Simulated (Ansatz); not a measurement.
**MnPt₃: pressure against volume**

MnPt₃, Pm-3m, a = 3.909 Å. The structure is a COD entry; whether it is the stable form wasn't checked. Ansatz: r2SCAN, PAW, 500 eV, Γ-centred 12×12×12 mesh on 4 atoms, Gaussian smearing 0.10 eV; collinear spin, largest moment 4.1 μB. Symmetry fixes shape and atoms, so the cell is only scaled; pressure is positive in compression.

| V (Å³/atom) | P (GPa) |
| --- | --- |
| 13.142 | 40.91 |
| 13.590 | 27.54 |
| 14.038 | 16.48 |
| 14.486 | ? |
| 14.934 | -0.02 |
| 15.382 | -6.20 |
| 15.830 | -11.30 |
| 16.427 | -16.65 |

Q: Take V0 = 14.934 Å³/atom, count pressures from its P0 = -0.02 GPa, fit the third-order Birch–Murnaghan form to the other rows, and predict the missing pressure.

A: With the Eulerian strain f = ½[(V0/V)^(2/3) − 1] and y = (P − P0)/[3f(1 + 2f)^(5/2)], the form is the line y = B0 + 1.5 B0 (B0′ − 4) f. Rows (f, y): 0.04448, 247.9; 0.03244, 242.0; 0.02106, 235.6; -0.00976, 221.7; -0.01905, 217.5; -0.03077, 211.2. Means f = 0.006400, y = 229.32; Σ(Δf)² = 0.004634, ΣΔfΔy = 2.227; the slope is their ratio. y = 226.2 + 480.7 f GPa, so B0 = 226.2 GPa and B0′ = 4 + 2 × (480.7)/(3 × 226.2) = 5.42. At V = 14.486, f = 0.01026, y = 231.13 and P = 7.46 GPa. The run gave 7.42 GPa, so the fit is 0.04 GPa too high, within twice the rms miss on the fitted rows (0.03 GPa).

The state reached may not be the lowest one. Only parallel moments were tried here. Spin–orbit coupling is left out, which can shift energies with elements as heavy as these.